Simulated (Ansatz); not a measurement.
Input:

Starting cell, SnO2 (rutile):

```
CELL_PARAMETERS angstrom
      4.82756     0.00000     0.00000
      0.00000     4.82756     0.00000
      0.00000     0.00000     3.23791
ATOMIC_POSITIONS crystal
  Sn 0.00000 0.00000 0.00000
  Sn 0.50000 0.50000 0.50000
  O  0.30660 0.30660 0.00000
  O  0.80660 0.19340 0.50000
  O  0.19340 0.80660 0.50000
  O  0.69340 0.69340 0.00000
```

In this cell atom 5 (O, nearest neighbour Sn at 2.089 Å; its periodic images, 3.2 Å or more away, move with it) is moved by s along Cartesian x, unit vector (1.000, 0.000, 0.000); all other atoms and the cell stay fixed.

Method: PBE (plane waves to 420 eV, PAW, scalar-relativistic; Ansatz, a quantum-chemistry and plane-wave program). k mesh 6×6×8 (Γ-centred), Fermi-Dirac smearing 0.05 eV. Energies are smeared free energies. SnO2 was relaxed with its symmetry unable to fall. The PAW data are Ansatz's earlier set. The zero of ΔE is the undisplaced structure.

The scan covers s from -0.420 to 0.420 Å in 11 points.

### Question
Is this a single well or a double well?

### Answer
A single well with its minimum at or next to zero displacement.

### Question
Is the energy the same for displacements of ±0.420 Å, and if not, which side lies higher?

### Answer
Not even: the positive side lies higher at ±0.420 Å. With its periodic images moving along, the atom's site symmetry in this cell is mm2.

### Question
What force acts on the atom along the line at s = -0.420 Å?

### Answer
4.07 eV/Å.

### Question
What is the force constant k = d²E/ds² of this move at s = 0?

### Answer
11.8 eV/Å².

(For displaced atoms, the force is minus the slope of the energy, and its curvature is a force constant, which sets phonon frequencies.)
